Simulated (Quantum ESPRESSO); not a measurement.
Ga3ScAsP3, input and log of a self-consistent run

Computed values, not a measurement. The program is pw.x of Quantum ESPRESSO 7.5 (plane-wave density functional theory). The cell is made up: 8 atoms on a zincblende/diamond lattice, with randomly drawn elements, strain and displacements, not relaxed. PseudoDojo standard norm-conserving files (v0.5 for PBE, v0.4.1 for LDA and PBEsol) set the functional; there is no spin polarisation, spin-orbit coupling or dispersion term, and the masses in the input are unused placeholders.

Input:

```
&control calculation='scf', pseudo_dir='./dojo.nc.sr.pbe.v0_5.standard.upf', outdir='./o', disk_io='low', tprnfor=.true., tstress=.true. /
&system ibrav=0, nat=8, ntyp=4, nbnd=46, ecutwfc=105.61755193, nosym=.true., tot_charge=0,
 occupations='smearing', smearing='fd', degauss=0.0018374661
/
&electrons conv_thr=7.350e-09, electron_maxstep=60, /
ATOMIC_SPECIES
As 1.0 As.upf
Ga 1.0 Ga.upf
P 1.0 P.upf
Sc 1.0 Sc.upf
CELL_PARAMETERS angstrom
5.5879 0.0 0.0
0.0 5.5879 0.0
0.0 0.0 5.5879
ATOMIC_POSITIONS angstrom
Ga -0.0029 -0.0223 -0.0032
Ga -0.0291 2.8066 2.8146
Ga 2.7983 -0.0172 2.7258
Sc 2.7851 2.8101 -0.0183
As 1.4085 1.364 1.3706
P 1.3916 4.2181 4.1906
P 4.18 1.3643 4.1781
P 4.1683 4.1749 1.3841
K_POINTS automatic
6 6 6 1 1 1
```

The log is shortened where brackets say so; the opening notice, blank lines, dates and the lines on written files are dropped, and the path of the files is cut. It prints rydbergs, bohrs and kilobars, and counts compression as positive stress. With no partly filled state, the Fermi energy that it prints is only some level between the filled and the empty states on the mesh, and need not lie in the true gap.

```
     Program PWSCF v.7.5
     Parallel version (MPI & OpenMP), running on       4 processor cores
     Number of MPI processes:                 4
     Threads/MPI process:                     1
     [start-up lines left out]
     bravais-lattice index     =            0
     lattice parameter (alat)  =      10.5596  a.u.
     unit-cell volume          =    1177.4500 (a.u.)^3
     number of atoms/cell      =            8
     number of atomic types    =            4
     number of electrons       =        80.00
     number of Kohn-Sham states=           46
     kinetic-energy cutoff     =     105.6176  Ry
     charge density cutoff     =     422.4702  Ry
     scf convergence threshold =      7.3E-09
     mixing beta               =       0.7000
     number of iterations used =            8  plain     mixing
     Exchange-correlation= PBE
                           (   1   4   3   4   0   0   0)
     [axes and pseudopotential details left out]
   Cartesian axes
     site n.     atom                  positions (alat units)
         1        Ga     tau(   1) = (  -0.0005190  -0.0039908  -0.0005727  )
         2        Ga     tau(   2) = (  -0.0052077   0.5022638   0.5036955  )
         3        Ga     tau(   3) = (   0.5007785  -0.0030781   0.4878040  )
         4        Sc     tau(   4) = (   0.4984162   0.5028902  -0.0032749  )
         5        As     tau(   5) = (   0.2520625   0.2440989   0.2452800  )
         6        P      tau(   6) = (   0.2490381   0.7548632   0.7499418  )
         7        P      tau(   7) = (   0.7480449   0.2441525   0.7477049  )
         8        P      tau(   8) = (   0.7459511   0.7471322   0.2476959  )
     number of k points=   108  Fermi-Dirac smearing, width (Ry)=  0.0018
     Number of k-points >= 100: set verbosity='high' to print them.
     Dense  grid:   172821 G-vectors     FFT dimensions: (  72,  72,  72)
     Estimated max dynamical RAM per process >     652.57 MB
     Estimated total dynamical RAM >       2.43 GB
     Initial potential from superposition of free atoms
     starting charge      79.9887, renormalised to      80.0000
     Starting wfcs are   58 randomized atomic wfcs
     total cpu time spent up to now is       13.5 secs
     per-process dynamical memory:   562.3 Mb
     Self-consistent Calculation
     iteration #  1     ecut=   105.62 Ry     beta= 0.70
     Davidson diagonalization with overlap
     ethr =  1.00E-02,  avg # of iterations =  3.4
     Threshold (ethr) on eigenvalues was too large:
     Diagonalizing with lowered threshold
     Davidson diagonalization with overlap
     ethr =  5.16E-04,  avg # of iterations =  2.0
     total cpu time spent up to now is       67.7 secs
     total energy              =    -809.41454036 Ry
     estimated scf accuracy    <       0.42727500 Ry
     iteration #  2     ecut=   105.62 Ry     beta= 0.70
     Davidson diagonalization with overlap
     ethr =  5.34E-04,  avg # of iterations =  5.2
     total cpu time spent up to now is       98.8 secs
     total energy              =    -809.47701879 Ry
     estimated scf accuracy    <       0.25937537 Ry
     iteration #  3     ecut=   105.62 Ry     beta= 0.70
     Davidson diagonalization with overlap
     ethr =  3.24E-04,  avg # of iterations =  5.4
     total cpu time spent up to now is      129.7 secs
     total energy              =    -809.52142755 Ry
     estimated scf accuracy    <       0.12485333 Ry
     iteration #  4     ecut=   105.62 Ry     beta= 0.70
     Davidson diagonalization with overlap
     ethr =  1.56E-04,  avg # of iterations =  3.6
     total cpu time spent up to now is      156.8 secs
     total energy              =    -809.54991820 Ry
     estimated scf accuracy    <       0.00771533 Ry
     iteration #  5     ecut=   105.62 Ry     beta= 0.70
     Davidson diagonalization with overlap
     ethr =  9.64E-06,  avg # of iterations =  6.2
     total cpu time spent up to now is      189.3 secs
     total energy              =    -809.55084567 Ry
     estimated scf accuracy    <       0.00108467 Ry
     iteration #  6     ecut=   105.62 Ry     beta= 0.70
     Davidson diagonalization with overlap
     ethr =  1.36E-06,  avg # of iterations =  3.6
     total cpu time spent up to now is      216.9 secs
     total energy              =    -809.55098924 Ry
     estimated scf accuracy    <       0.00015285 Ry
     iteration #  7     ecut=   105.62 Ry     beta= 0.70
     Davidson diagonalization with overlap
     ethr =  1.91E-07,  avg # of iterations =  4.6
     total cpu time spent up to now is      246.0 secs
     total energy              =    -809.55102887 Ry
     estimated scf accuracy    <       0.00000432 Ry
     iteration #  8     ecut=   105.62 Ry     beta= 0.70
     Davidson diagonalization with overlap
     ethr =  5.41E-09,  avg # of iterations =  4.2
     total cpu time spent up to now is      279.6 secs
     total energy              =    -809.55103024 Ry
     estimated scf accuracy    <       0.00000169 Ry
     iteration #  9     ecut=   105.62 Ry     beta= 0.70
     Davidson diagonalization with overlap
     ethr =  2.11E-09,  avg # of iterations =  2.5
     total cpu time spent up to now is      312.9 secs
     total energy              =    -809.55103040 Ry
     estimated scf accuracy    <       0.00000020 Ry
     iteration # 10     ecut=   105.62 Ry     beta= 0.70
     Davidson diagonalization with overlap
     ethr =  2.55E-10,  avg # of iterations =  5.2
     total cpu time spent up to now is      351.3 secs
     total energy              =    -809.55103047 Ry
     estimated scf accuracy    <       0.00000002 Ry
     iteration # 11     ecut=   105.62 Ry     beta= 0.70
     Davidson diagonalization with overlap
     ethr =  2.15E-11,  avg # of iterations =  3.6
     total cpu time spent up to now is      383.2 secs
     End of self-consistent calculation
     Number of k-points >= 100: set verbosity='high' to print the bands.
     the Fermi energy is     7.3748 ev
!    total energy              =    -809.55103047 Ry
     estimated scf accuracy    <          1.9E-09 Ry
     smearing contrib. (-TS)   =      -0.00000000 Ry
     internal energy E=F+TS    =    -809.55103047 Ry
     The total energy is F=E-TS. E is the sum of the following terms:
     one-electron contribution =    -428.30581142 Ry
     hartree contribution      =     263.87309408 Ry
     xc contribution           =    -201.91021161 Ry
     ewald contribution        =    -443.20810152 Ry
     convergence has been achieved in  11 iterations
     Forces acting on atoms (cartesian axes, Ry/au):
     atom    1 type  2   force =    -0.01839195   -0.00886326   -0.01502308
     atom    2 type  2   force =    -0.00155793    0.00282762    0.00745225
     atom    3 type  2   force =     0.01291162   -0.01173717    0.03217858
     atom    4 type  4   force =     0.01678739    0.00441866   -0.02874335
     atom    5 type  1   force =    -0.04658401   -0.01359431    0.03694702
     atom    6 type  3   force =    -0.03186807    0.02377284   -0.04024307
     atom    7 type  3   force =     0.02452913   -0.02684071   -0.02700189
     atom    8 type  3   force =     0.04417381    0.03001633    0.03443355
     Total force =     0.127221     Total SCF correction =     0.000162
     Computing stress (Cartesian axis) and pressure
          total   stress  (Ry/bohr**3)                   (kbar)     P=       49.49
   0.00032291   0.00000266   0.00004254           47.50        0.39        6.26
   0.00000266   0.00036303  -0.00001540            0.39       53.40       -2.27
   0.00004254  -0.00001540   0.00032329            6.26       -2.27       47.56
     init_run     :     12.20s CPU     12.72s WALL (       1 calls)
     electrons    :    364.76s CPU    369.78s WALL (       1 calls)
     forces       :      4.36s CPU      4.41s WALL (       1 calls)
     stress       :     16.04s CPU     16.17s WALL (       1 calls)
     [timing details left out]
     PWSCF        :   6m38.27s CPU   6m44.25s WALL
     JOB DONE.
```

In other units: free energy -11014.503 eV for the cell, pressure 4.95 GPa, largest force component 1.198 eV/Å. This run is the check on a run of the same cell at 1143 eV and a 4 x 4 x 4 mesh: rerunning at 1437 eV and a 6 x 6 x 6 mesh moved values by no more than 0.006 eV in energy, 0.02 GPa in stress and 0.004 eV/Å in force.